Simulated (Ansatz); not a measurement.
PtSTe as a Janus 2H monolayer, relaxed with r2SCAN: 4 runs in Ansatz, each a calculation of independent-particle optics. The sheet's in-plane cell has a = 3.862 Å, b = 3.862 Å (γ = 120.0°), and its outermost atoms lie 2.64 Å apart along the normal. Pt has 3 Te at 2.59 Å and 3 S at 2.60 Å; S has 3 Pt at 2.60 Å and 1 Te at 2.64 Å; Te has 3 Pt at 2.59 Å and 1 S at 2.64 Å. Note: simulated data, non-magnetic, for a generated structure that need not be the stable one.

```yaml
crystal:
  lattice:
    - [3.86194, 0.00000, 0.00000]
    - [-1.93097, 3.34454, 0.00000]
    - [0.00000, 0.00000, 30.57570]
  atoms:
    - { symbol: Pt, position: [0.33333, 0.66667, 0.29409] }
    - { symbol: S, position: [0.66667, 0.33333, 0.33768] }
    - { symbol: Te, position: [0.66667, 0.33333, 0.25128] }
```
The sheet repeats along a and b alone.

On meshes this coarse, single peaks can be features of the mesh. No local fields, no excitons; the zone sum runs over the cells of the mesh, and ε∞ includes the bands left out of the spectrum. Up to four peaks are listed, those above 15 % of the tallest and inside the complete range; the four can differ from row to row. Rows marked drawn have settings drawn at random (some not listed).

| functional | k mesh | broadening (eV) | scissors (eV) | range (eV) | settings | direct gap on the mesh before scissors (eV) | ε∞ xx | ε∞ yy | ε∞ zz | complete up to (eV) | tallest peaks of mean ε₂ (eV) |
| --- | --- | --- | --- | --- | --- | --- | --- | --- | --- | --- | --- |
| PBE | 6×6×1 | 0.1 | 0.00 | 0–12 | chosen | 0.53 | 5.50 | 5.50 | 2.55 | 12.0 | 0.90 1.70 3.10 4.75 |
| r2SCAN | 6×6×1 | 0.1 | 0.00 | 0–12 | chosen | 0.71 | 4.75 | 4.75 | 2.40 | 12.0 | 1.05 1.25 1.80 3.30 |
| PBE | 6×6×1 | 0.1 | 0.66 (to HSE06) | 0–12 | chosen | 0.53 | 4.19 | 4.19 | 2.32 | 12.0 | 1.55 2.35 3.80 5.40 |
| PBE | 12×12×1 | 0.25 | 0.60 | 0–20 | drawn | 0.53 | 4.28 | 4.28 | 2.33 | 20.0 | 1.60 3.70 5.30 6.00 |

A sheet's ε refers to the whole height of the cell: ε − 1 falls as one over that height, zz lacks the depolarisation, and means are over the plane.

The fundamental gap is indirect (0.27 eV with PBE on 6×6×1); the table holds the direct one.

Spin-orbit coupling is left out, which matters wherever the heavy atoms make up the band edges.
